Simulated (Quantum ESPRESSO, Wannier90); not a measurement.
**Wannier functions of BaSi$_{2}$ (P6/mmm)**

```xyz
3
Lattice="4.1229 0.0000 0.0000 -2.0615 3.5706 0.0000 0.0000 0.0000 5.1389" Properties=species:S:1:pos:R:3 pbc="T T T"
Ba     0.0000     0.0000     0.0000
Si    -2.0615     1.1902     2.5694
Si     2.0615    -1.1902     2.5694
```

Cell from Materials Project (mp-7701), symmetrised, no further relaxation. COD (Crystallography Open Database) has the formula in 2 space groups, this one among them (matched by group alone). Method: LDA plane waves in Quantum ESPRESSO 7.5 (PseudoDojo norm-conserving files, 46 Ry, no spin polarisation, no spin-orbit coupling), Bloch states on a 12×12×6 mesh through Γ, Wannier90 4.0.1. Density: 12×12×6 mesh, cold smearing 0.01 Ry. Spin-orbit coupling is left out although heavy elements are present.

Bands 2-4 form an isolated set from -13.75 to -12.63 eV relative to the Fermi level (on the path) and are turned into 3 Wannier functions by minimising the spread from the start: atomic waves Ba 5p.

Q: Where do the functions sit, how wide are they and what are they made of?

A: 
```tsv
functions	spread (Å²)	nearest atom, distance (Å)	second atom, distance (Å)	weight on atomic waves
1	1.69	Ba 0.00	Si 3.50	Ba 5p 90 %, Si 3p 6 %
2	1.41	Ba 0.00	Si 3.50	Ba 5p 95 %
```

Ω_I = 4.50 Å², Ω_total = 4.52 Å²; the interpolated bands follow pw.x to 0.1 meV rms on the path. Only this start was tried; a symmetric start can stop on a saddle, and mixtures of these functions could lower the total by at most Ω_total − Ω_I.
